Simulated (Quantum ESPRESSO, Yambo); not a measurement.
**CaCd₂P₂: DFT and GW levels**

```cif
data_CaCd2P2
_chemical_formula_sum 'P2 Ca1 Cd2'
_space_group_name_H-M_alt 'P-3m1'
_space_group_IT_number 164
_space_group_name_Hall '-P 3 2"'
_cell_length_a 4.29231
_cell_length_b 4.29231
_cell_length_c 7.05545
_cell_angle_alpha 90.000
_cell_angle_beta 90.000
_cell_angle_gamma 120.000
loop_
_atom_site_label
_atom_site_type_symbol
_atom_site_symmetry_multiplicity
_atom_site_Wyckoff_symbol
_atom_site_fract_x
_atom_site_fract_y
_atom_site_fract_z
_atom_site_occupancy
P1 P 2 d 0.33333 0.66667 0.24053 1
Ca1 Ca 1 a 0.00000 0.00000 0.00000 1
Cd1 Cd 2 d 0.66667 0.33333 0.36189 1
```

The geometry is that of Materials Project entry mp-9570, symmetrised and not relaxed again.

Starting point: norm-conserving PBEsol (Quantum ESPRESSO, 102 Ry, scalar-relativistic). G0W0 in Yambo: 3×3×2 Γ-centred k mesh, bands 10 to 217 and a 8 Ry block in the screening, 217 bands in G with the Bruneval-Gonze terminator, plasmon pole fitted at 27.2 eV.

- PBEsol gap along the band path = 0.75 eV
- PBEsol gap between the mesh's edge points (Γ → Γ) = 0.75 eV
- G0W0 gap between the same points = 1.45 eV

```csv
k point,band,E PBEsol (eV),E QP (eV),shift (eV),Z
Γ,VB,0.00,-0.60,-0.60,0.78
Γ,CB,0.75,0.85,0.10,0.79
A,VB,-0.55,-1.15,-0.59,0.78
A,CB,1.02,1.39,0.37,0.80
K,VB,-1.96,-2.59,-0.62,0.78
K,CB,2.57,2.68,0.11,0.80
H,VB,-1.51,-2.04,-0.52,0.78
H,CB,2.11,2.40,0.29,0.80
```

Energies count from the PBEsol valence-band maximum.

Nearest settings tried, and what they do to the gap: 142 bands in G: -3 meV; 142 bands in W, 142 bands in G: +5 meV; 7 Ry block (251 vectors against 313): -5 meV; 3×3×1 mesh: -85 meV. So the settings aren't converged at that level. The k mesh is coarse.

Spin-orbit splittings are left out.
